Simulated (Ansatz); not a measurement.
Theory: Ansatz 0.2.0, DFT PBE, scalar-relativistic, plane waves, PAW. Settings: cutoff 420 eV, Γ-centred meshes spaced at most about 0.3 Å⁻¹, and about 0.25 Å⁻¹ or finer for metals (2π included), Gaussian smearing. No spin polarisation in the final relaxations.

Temperature and zero-point effects are left out. All come from trial cells, and lower structures may exist.

Question: Which of these relaxed structures of Al₃B₂P is the lowest in energy?
1.

```xyz
6
Lattice="3.3510 0.0000 0.0000 -1.6755 2.9020 0.0000 0.0000 0.0000 8.0006" Properties=species:S:1:pos:R:3 pbc="T T T"
Al    0.0000    1.9347    1.6905
Al    1.6755    0.9673    6.3101
Al    0.0000    0.0000    4.0003
B     0.0000    1.9347    5.1614
B     1.6755    0.9673    2.8392
P     0.0000    0.0000    0.0000
```

2.

```xyz
6
Lattice="6.1060 0.0000 0.0000 -3.0530 5.2879 0.0000 0.0000 0.0000 2.5984" Properties=species:S:1:pos:R:3 pbc="T T T"
Al    1.5265    2.6440    1.2992
Al   -1.5265    2.6440    1.2992
Al    3.0530    0.0000    1.2992
B     0.0000    3.5253    0.0000
B     3.0530    1.7626    0.0000
P     0.0000    0.0000    0.0000
```

3.

```xyz
6
Lattice="4.3308 0.0000 0.0000 -2.1654 3.7506 0.0000 0.0000 0.0000 5.3698" Properties=species:S:1:pos:R:3 pbc="T T T"
Al    2.1654    1.2502    2.6849
Al    0.0000    0.0000    0.0000
Al    0.0000    0.0000    2.6849
B     0.0000    2.5004    1.8678
B     0.0000    2.5004    3.5020
P     2.1654    1.2502    0.0000
```

4.

```xyz
6
Lattice="5.4032 0.0000 0.0000 -2.7016 4.6793 0.0000 0.0000 0.0000 5.0628" Properties=species:S:1:pos:R:3 pbc="T T T"
Al    2.7016    0.0000    0.0000
Al   -1.3508    2.3396    0.0000
Al    1.3508    2.3396    0.0000
B     0.0000    0.0000    1.7620
B     0.0000    0.0000    3.3008
P     0.0000    0.0000    0.0000
```

Answer: 1. It has space group P-3m1 (No. 164); the next, 2, with space group P6/mmm (No. 191), lies 188 meV/atom higher. Counting B or P atoms around Al (for each partner element, those within 1.25 times its shortest distance or 1.15 times the sum of covalent radii, where it is the nearest in units of that sum or under 1.3), the lowest has Al 6 and the next has Al 4. Even the lowest lies +0.30 eV/atom against the elements.

Cells relaxed within their symmetry can be saddle points. Some candidate types were left out of the draw beforehand, so a known form may be missing.
